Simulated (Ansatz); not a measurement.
Level of theory: Ansatz 0.2.0, DFT PBE, scalar-relativistic, plane waves, PAW. Settings: cutoff 420 eV, Γ-centred meshes spaced at most about 0.3 Å⁻¹, and about 0.25 Å⁻¹ or finer for metals (2π included), Gaussian smearing. No spin polarisation in the final relaxations.

All energies are static (0 K, no zero-point motion). All come from trial cells, and lower structures may exist.

Question: Order these relaxed structures of KSiH by energy, lowest first, with the energy over the lowest of them.
1.

```cif
data_structure
_symmetry_space_group_name_H-M 'P4/nmm:1'
_symmetry_Int_Tables_number 129
_cell_length_a 3.5759
_cell_length_b 3.5759
_cell_length_c 10.0851
_cell_angle_alpha 90.000
_cell_angle_beta 90.000
_cell_angle_gamma 90.000
_cell_volume 128.96
loop_
_atom_site_label
_atom_site_type_symbol
_atom_site_symmetry_multiplicity
_atom_site_Wyckoff_symbol
_atom_site_fract_x
_atom_site_fract_y
_atom_site_fract_z
_atom_site_occupancy
K1 K 2 c 0.00000 0.50000 0.82639 1
Si1 Si 2 c 0.50000 0.00000 0.51024 1
H1 H 2 a 0.00000 0.00000 0.00000 1
```

2.

```cif
data_structure
_symmetry_space_group_name_H-M 'P-6m2'
_symmetry_Int_Tables_number 187
_cell_length_a 3.4736
_cell_length_b 3.4736
_cell_length_c 5.5940
_cell_angle_alpha 90.000
_cell_angle_beta 90.000
_cell_angle_gamma 120.000
_cell_volume 58.45
loop_
_atom_site_label
_atom_site_type_symbol
_atom_site_symmetry_multiplicity
_atom_site_Wyckoff_symbol
_atom_site_fract_x
_atom_site_fract_y
_atom_site_fract_z
_atom_site_occupancy
K1 K 1 a 0.00000 0.00000 0.00000 1
Si1 Si 1 d 0.33333 0.66667 0.50000 1
H1 H 1 f 0.66667 0.33333 0.50000 1
```

3.

```cif
data_structure
_symmetry_space_group_name_H-M 'P4/mmm'
_symmetry_Int_Tables_number 123
_cell_length_a 3.0879
_cell_length_b 3.0879
_cell_length_c 5.4678
_cell_angle_alpha 90.000
_cell_angle_beta 90.000
_cell_angle_gamma 90.000
_cell_volume 52.14
loop_
_atom_site_label
_atom_site_type_symbol
_atom_site_symmetry_multiplicity
_atom_site_Wyckoff_symbol
_atom_site_fract_x
_atom_site_fract_y
_atom_site_fract_z
_atom_site_occupancy
K1 K 1 c 0.50000 0.50000 0.00000 1
Si1 Si 1 b 0.00000 0.00000 0.50000 1
H1 H 1 d 0.50000 0.50000 0.50000 1
```

Answer: 1 (0 meV/atom), 3 (142 meV/atom), 2 (180 meV/atom). Forms: 1 P4/nmm; 3 P4/mmm; 2 P-6m2. Counting H or Si atoms around K (for each partner element, those within 1.25 times its shortest distance or 1.15 times the sum of covalent radii, where it is the nearest in units of that sum or under 1.3; a plus sign parts groups by distance over the sum of covalent radii): cell 1 has K 5+4; cell 3 has K 10; cell 2 has K 6. Cell 1 holds Si–Si nets (shortest 2.54 Å) (bonds between like non-metal atoms; other contacts aren't counted). Even the lowest lies +0.40 eV/atom against the elements.

With hydrogen, zero-point motion can shift such differences by 10 meV/atom or more. Cells relaxed within their symmetry can be saddle points. Some candidate types were left out of the draw beforehand, so a known form may be missing.
